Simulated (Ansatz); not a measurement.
AlN (wurtzite, P6_3mc), r²SCAN in the plane-wave PAW code Ansatz, all energies at zero smearing, with the estimated change up to a 700 eV cutoff added, with one set of potentials and settings (totals compare only within such a set). Cell of 4 atoms (2 Al, 2 N): -1856.977 eV.

```
element             reference phase  E (eV/atom)
-------  --------------------------  -----------
Al       Fm-3m, 1 atoms in the cell    -540.4106
N         Pa-3, 8 atoms in the cell    -384.8341
```

Formation energy per atom, worked out: (-1856.977 − 2×(-540.4106) − 2×(-384.8341))/4 = -1.622 eV/atom (-156 kJ per mol of atoms), at 0 K, without zero-point energy or fitted corrections.

Symmetry was held in the r²SCAN relaxation. The references are the lowest solids computed at this level, not always the standard phases (solids in place of the gases).

Potentials: the earlier of the program's two PAW sets.
